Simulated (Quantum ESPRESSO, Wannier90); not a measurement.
## KTaO$_{3}$ (cubic perovskite): Wannier90 run

```xyz
5
Lattice="3.9949 0.0000 0.0000 0.0000 3.9949 0.0000 0.0000 0.0000 3.9949" Properties=species:S:1:pos:R:3 pbc="T T T"
K      1.9974     1.9974     1.9974
Ta     0.0000     0.0000     0.0000
O      0.0000     1.9974     0.0000
O      1.9974     0.0000     0.0000
O      0.0000     0.0000     1.9974
```

Materials Project entry mp-3614; symmetrised, unrelaxed at this level. COD (Crystallography Open Database) records the formula in this space group. Ideal cubic forms of this type are often high-temperature phases that distort on cooling; symmetry holds the cell here, and its stability was not tested. Level: PBEsol, spinors with spin-orbit coupling; pw.x of Quantum ESPRESSO at 68 Ry with PseudoDojo potentials, 6×6×6 k-points, Wannier90. Density: 8×8×8 mesh, cold smearing 0.01 Ry.

Valence charges of the files: K 9, Ta 13, O 6. 76 bands were computed.

Isolated groups of bands, relative to the valence-band maximum (bands from 41 on overlap up to the last one computed):

```tsv
bands	from (eV)	to (eV)	filling	weight on atomic waves
1–2	-67.31	-67.31	filled	Ta 5s 96 %
3–4	-40.26	-40.23	filled	Ta 5p 98 %
5–8	-31.69	-31.55	filled	Ta 5p 96 %
9–10	-27.10	-27.04	filled	K 3s 97 %
11–16	-17.40	-15.57	filled	O 2s 82 %, Ta 5d 9 %, Ta 6s 4 %
17–22	-11.16	-10.52	filled	K 3p 96 %
23–40	-5.56	0.00	filled	O 2p 82 %, Ta 5d 13 %
```

Wanted is a model with the orbitals Ta d, O p, without the filled groups that are mainly made of other shells (semicore states, and anion s where it isn't named); all higher bands stay in for disentanglement.

**Question.** Give num_wann, exclude_bands and num_bands, and the number of electrons that the model holds.

**Answer.** Electrons: 1×9 + 1×13 + 3×6 = 40, which fill 40 bands.
num_wann = 2 × (1×5 + 3×3) = 28.
exclude_bands = 1-22, 22 bands, so num_bands = 76 − 22 = 54.
The model holds 40 − 1×22 = 18 electrons. With the window frozen to 3.50 eV it follows pw.x to 1.3 meV rms (states up to 3.0 eV relative to the valence-band maximum).
